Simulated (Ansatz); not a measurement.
Ti$_{3}$Ga:
```
CELL_PARAMETERS angstrom
      5.68559     0.00000     0.00000
     -2.84279     4.92386     0.00000
      0.00000     0.00000     4.62045
ATOMIC_POSITIONS crystal
  Ti 0.17063 0.34125 0.75000
  Ti 0.82937 0.65875 0.25000
  Ti 0.82937 0.17063 0.25000
  Ti 0.17063 0.82937 0.75000
  Ti 0.65875 0.82937 0.75000
  Ti 0.34125 0.17063 0.25000
  Ga 0.66667 0.33333 0.75000
  Ga 0.33333 0.66667 0.25000
```

Relaxed with r²SCAN.

### Question
Which orbitals make up the states near the Fermi level in r²SCAN in the plane-wave PAW code Ansatz?

### Answer
Within 0.5 eV of the Fermi level: Ti 3d 88 %, Ga 4p 5 %. Projections are on Löwdin-orthogonalised atomic valence shells; empty p or d shells of many metals are not among them.

### Question
Tabulate the density of states.

### Answer
States/eV per cell of 8 atoms, in 0.25 eV bins, energy from the Fermi level.

```csv
E (eV),total,Ti 3d,Ga 4p,Ti 4s
-7.85,1.40,0.06,0.07,0.59
-7.60,1.50,0.10,0.08,0.56
-7.35,1.29,0.12,0.07,0.39
-7.10,2.16,0.27,0.12,0.51
-6.85,4.36,0.75,0.16,0.62
-6.60,2.61,0.69,0.09,0.18
-6.35,0.24,0.09,0.00,0.00
-6.10,0.00,0.00,0.00,0.00
-5.85,0.00,0.00,0.00,0.00
-5.60,0.00,0.00,0.00,0.00
-5.35,0.00,0.00,0.00,0.00
-5.10,0.00,0.00,0.00,0.00
-4.85,0.17,0.01,0.06,0.08
-4.60,0.51,0.06,0.18,0.22
-4.35,1.95,0.33,0.68,0.70
-4.10,3.16,0.60,1.27,0.98
-3.85,2.54,0.64,0.97,0.65
-3.60,3.20,1.04,1.15,0.70
-3.35,3.85,1.29,1.55,0.72
-3.10,2.44,0.86,0.96,0.43
-2.85,2.44,0.95,0.93,0.38
-2.60,3.22,1.49,1.13,0.40
-2.35,6.11,2.94,1.97,0.94
-2.10,4.44,2.44,1.33,0.54
-1.85,9.61,6.38,2.13,0.84
-1.60,11.37,7.91,2.27,0.83
-1.35,6.46,4.26,1.62,0.34
-1.10,3.90,2.84,0.70,0.21
-0.85,4.96,4.12,0.39,0.27
-0.60,11.86,10.43,0.56,0.40
-0.35,12.98,11.59,0.46,0.37
-0.10,9.52,8.48,0.36,0.23
0.15,2.47,2.01,0.27,0.06
0.40,8.24,7.13,0.65,0.13
0.65,11.89,10.70,0.67,0.13
0.90,14.56,13.26,0.70,0.12
1.15,4.25,3.95,0.16,0.04
1.40,6.82,6.38,0.17,0.14
1.65,7.71,7.17,0.11,0.20
1.90,8.85,8.28,0.10,0.15
2.15,8.59,8.04,0.10,0.14
2.40,12.80,11.94,0.21,0.20
2.65,11.85,10.75,0.15,0.32
```

Space group P6_3/mmc. The first step of the workflow began from a Materials Project structure, measured or hypothetical; the Crystallography Open Database files this formula in space group No. 194, but the cells were not matched. Whether it is the stable phase at ambient conditions was not checked. Symmetry was held in the r²SCAN relaxation; its stability against distortions is not shown here. No spin polarisation was allowed. Spin–orbit coupling is left out wherever it is not named.

Potentials: the earlier of the program's two PAW sets.
